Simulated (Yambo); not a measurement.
A G0W0@PBEsol run in Yambo for LiCl (rock salt, space group Fm-3m, No. 225) under isotropic strain of -3 % on all lattice vectors (6×6×6 Γ-centred k mesh, bands 2 to 71 and a 10 Ry block in the screening, 71 bands in G with the Bruneval-Gonze terminator, plasmon pole fitted at 27.2 eV) gives these matrix elements, in eV, at the band edges (Γ → L):

| state | E0 | <Vxc> | <Σx> | <Σc(E0)> | Z |
|---|---|---|---|---|---|
| valence edge | 0.000 | -14.749 | -19.078 | 1.949 | 0.811 |
| conduction edge | 6.659 | -9.269 | -4.577 | -3.491 | 0.853 |

Question: Solve the linearised quasiparticle equation for both states, give the gap, and say how exchange and correlation each act on it.

Answer: E = E0 + Z(Σx + Σc − Vxc). Valence: 0.000 + 0.811 × (-19.078 + (1.949) − (-14.749)) = -1.93 eV. Conduction: 6.659 + 0.853 × (-4.577 + (-3.491) − (-9.269)) = 7.68 eV. The gap is 9.61 eV, against 6.66 eV in PBEsol. Replacing Vxc by bare exchange alone would open it by 9.02 eV; correlation takes back 5.44 eV of that, and Z scales what is left. Convergence of the G0W0 settings was not tested. 

Geometry strained from the cell relaxed with PBEsol, atoms relaxed again; primitive cell a = b = c = 3.4725 Å, α = β = γ = 60.00°.
